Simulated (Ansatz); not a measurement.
Values for one crystal, relaxed and computed with the program Ansatz at the LDA level (PAW); other levels are named.

| Item | Result |
|---|---|
| Volume per atom | 25.90 Å³ |
| Band gap | 0.59 eV (direct) |
| Electron effective mass | 0.25 mₑ (isotropic) |
| Conduction-band minimum | at Γ |
| Mechanical stability | stable (all eigenvalues of C positive) |
| Highest zone-centre frequency (without LO–TO term) | 308 cm⁻¹ |
| Hole effective mass, band 1 of 2 at the edge | 1.1 along [110], 0.54 along [111] (mₑ) |

Problem. Which of these materials gives this?
(A) PbI2, CdI2 type
(B) PdCl2, P2_1/c (Pd on 2c, Cl on 4e)
(C) Rb2InAgCl6, Fm-3m (Rb on 8c, In on 4a, Ag on 4b, Cl on 24e)
(D) Mg2H6Ru, Fm-3m (Mg on 8c, H on 24e, Ru on 4a)

Solution. C, Rb2InAgCl6, Fm-3m (Rb on 8c, In on 4a, Ag on 4b, Cl on 24e)

The workflow started from a Materials Project entry (that database holds measured and hypothetical structures alike); the Crystallography Open Database copy checked does not list it. Whether it is the stable phase at ambient conditions was not checked. The LDA relaxation kept the symmetry of its start. At this level the phase is dynamically unstable (imaginary phonons). The run is not spin-polarised. Spin–orbit coupling is left out wherever it is not named.

Potentials: the later of the program's two PAW sets.
